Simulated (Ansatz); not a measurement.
Consider the following.

ScSiO:
```xyz
6
Lattice="3.2446 0.0000 0.0000 0.0000 3.2446 0.0000 0.0000 0.0000 7.5259" Properties=species:S:1:pos:R:3 pbc="T T T"
Sc     0.0000     1.6223     5.0164
Sc     1.6223     0.0000     2.5095
Si     0.0000     0.0000     0.0000
Si     1.6223     1.6223     0.0000
O      1.6223     0.0000     4.5946
O      0.0000     1.6223     2.9313
```

This is the r²SCAN-relaxed structure.

### Question
All from r²SCAN (plane waves, PAW; program Ansatz), unless another level is named. Predict the electronic character.

### Answer
metallic (no gap).

### Question
Next, the formation energy from the elements (no fitted shifts)?

### Answer
-2.02 eV/atom.

### Question
Give the density of states at the Fermi level.

### Answer
0.32 states/eV per atom (mean over ±0.08 eV).

Space group P4/nmm. The start of the workflow was typed in or built on a structure type; neither database checked (COD, Materials Project) lists it. Whether it is the stable phase at ambient conditions was not checked. Symmetry was held in the r²SCAN relaxation; its stability against distortions is not shown here. The run is not spin-polarised. The references are the lowest solids computed at this level, not always the standard phases (solids in place of the gases).

Potentials: the earlier of the program's two PAW sets.
